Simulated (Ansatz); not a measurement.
Generalised stacking fault of NaF (rock salt) on the {100} plane. The cell below holds the perfect crystal with the plane normal along z; tilting its third vector by the shift puts one fault into each cell, between planes 2.30 Å apart, at fixed cell height.

```
CELL_PARAMETERS angstrom
      3.24880     0.00000     0.00000
      0.00000     3.24880     0.00000
      1.62440     1.62440     6.89175
ATOMIC_POSITIONS crystal
  F  0.00000 0.00000 0.83333
  F  0.33333 0.33333 0.16667
  F  0.66667 0.66667 0.50000
  Na 0.83333 0.83333 0.16667
  Na 0.16667 0.16667 0.50000
  Na 0.50000 0.50000 0.83333
```

In-plane vectors a = (3.249, 0.000) Å, b = (0.000, 3.249) Å, area 10.55 Å². The shift is s times the vector a (length 3.249 Å), so s = 1 restores the start. Atoms relax along the normal only. γ = [E(shift) − E(0)] / area.

Calculation: r2SCAN (plane waves to 500 eV, PAW, scalar-relativistic; Ansatz, a quantum-chemistry and plane-wave program). k mesh 9×9×9 (Γ-centred), Fermi-Dirac smearing 0.05 eV. Energies are extrapolated to zero smearing. Faults lie only 6.9 Å apart, and holding the cell height raises γ above its relaxed value. NaF was relaxed with its symmetry unable to fall. γ is measured from zero shift.

```json
[
 {"s": "0.000", "γ (mJ/m²)": "0"},
 {"s": "0.083", "γ (mJ/m²)": "45"},
 {"s": "0.167", "γ (mJ/m²)": "173"},
 {"s": "0.250", "γ (mJ/m²)": "355"},
 {"s": "0.333", "γ (mJ/m²)": "withheld"},
 {"s": "0.417", "γ (mJ/m²)": "675"},
 {"s": "0.500", "γ (mJ/m²)": "723"},
 {"s": "0.583", "γ (mJ/m²)": "675"},
 {"s": "0.667", "γ (mJ/m²)": "withheld"},
 {"s": "0.750", "γ (mJ/m²)": "355"},
 {"s": "0.833", "γ (mJ/m²)": "173"},
 {"s": "0.917", "γ (mJ/m²)": "45"}
]
```

Task: Fit a Fourier form (three harmonics of 1 − cos and sin) to the given rows and predict γ at s = 0.667.

Result: Least squares on the 10 given rows: γ = (363.6)·[1 − cos(2πs)] + (-3.2)·[1 − cos(4πs)], in mJ/m²; root-mean-square residual 2.7 mJ/m². At 0.667 the fit gives 541 mJ/m²; the calculation gives 540 mJ/m², so the interpolation is off by 1 (+0.2 %). 

(The slope of γ gives the shear force per area between the displaced halves; near zero shift its curvature is an elastic stiffness.)
